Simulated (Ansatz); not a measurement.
Theory: Ansatz 0.2.0, DFT PBE, scalar-relativistic, plane waves, PAW, and for the lanthanide a 4f-in-core norm-conserving potential. All cells share a 660 eV cutoff and Γ-centred k meshes spaced at most about 0.3 Å⁻¹ (about 0.25 or finer for metals, 2π included). No spin polarisation in the final relaxations.

All energies are static (0 K, no zero-point motion).

Two relaxed structures of Pr2F:

1. Space group P6/mmm (No. 191), hexagonal, a = 5.150 Å, c = 3.401 Å. Pr is surrounded by 3 F at 2.97 Å, 3 Pr at 2.97 Å and 2 Pr at 3.40 Å; F is surrounded by 6 Pr at 2.97 Å and 2 F at 3.40 Å.

2. Space group Fm-3m (No. 225), cubic, a = 6.704 Å. Pr has 4 F at 2.90 Å and 6 Pr at 3.35 Å; around F lie 8 Pr at 2.90 Å.

**Question.** Which would you expect to be lower, and how large is the difference?

**Answer.** Cell 2 is lower, by 0.55 eV/atom. Cell 1 has space group P6/mmm (No. 191), 26.0 Å³/atom and no gap on its mesh; cell 2 has the anti-fluorite type, space group Fm-3m (No. 225), 25.1 Å³/atom and no gap. Counting F atoms around Pr (those within 1.25 times the shortest such distance or 1.15 times the sum of covalent radii, 1.27 where that leaves under three), cell 1 has Pr 3 and cell 2 has Pr 4. The denser one is the lower, and pressure would at first widen the difference. Both come from invented guesses. A third cell relaxed alike, in Pn-3m, lies 0.75 eV/atom below the lower of the two.

In P6/mmm, Fm-3m an odd number of valence electrons (the lanthanide is held trivalent, its 4f shell in the core) allows no gap without spin; another valence of the lanthanide, a larger cell or a magnetic state could open one. A magnetic state wasn't ruled out in cells without spin, among them P6/mmm, Fm-3m. Cells relaxed within their symmetry can be saddle points.

The lanthanide is trivalent by construction, without f bands, f moments or other valences.
